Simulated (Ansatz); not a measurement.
Relaxed TiAl (CuAu type, space group P4/mmm):

```
TiAl
1.0
    5.64852     0.00000     0.00000
    0.00000     2.82426     0.00000
    0.00000     0.00000     4.07079
Al Ti
2 2
Cartesian
  1.41213   1.41213   2.03540
  4.23639   1.41213   2.03540
  0.00000   0.00000   0.00000
  2.82426   0.00000   0.00000
```

The atoms are displaced by Q × the pattern below (from a DFPT mode at X = (0.5, 0.0, 0.0), largest move 1; Q in Å), at fixed cell. (q is in reciprocal vectors of the primitive cell; the cell shown is doubled to hold the pattern.)

```tsv
atom	x	y	z
Al1	0.000	0.000	1.000
Al2	0.000	0.000	-1.000
```

Atoms not listed stay in place.

All values below come from PBE (plane waves to 420 eV, PAW, scalar-relativistic; Ansatz, an electronic-structure program). k mesh 8×16×12 (Γ-centred), Fermi-Dirac smearing 0.05 eV. E stands for the smeared free energy. With partly filled bands, energies and forces of such displacements shift with the k mesh and the smearing. TiAl is run without spin polarisation. TiAl was relaxed with its symmetry unable to fall. The zero of ΔE is the undisplaced structure.

Problem. Estimate the ΔE (meV/cell) for Q (Å) = -0.150, -0.120, -0.030, 0.060, 0.150.

Solution. 
```json
[
 {"Q (Å)": "-0.150", "ΔE (meV/cell)": "187"},
 {"Q (Å)": "-0.120", "ΔE (meV/cell)": "120"},
 {"Q (Å)": "-0.030", "ΔE (meV/cell)": "7"},
 {"Q (Å)": "0.060", "ΔE (meV/cell)": "30"},
 {"Q (Å)": "0.150", "ΔE (meV/cell)": "187"}
]
```

(For displaced atoms, the force is minus the slope of the energy, and its curvature is a force constant, which sets phonon frequencies.)
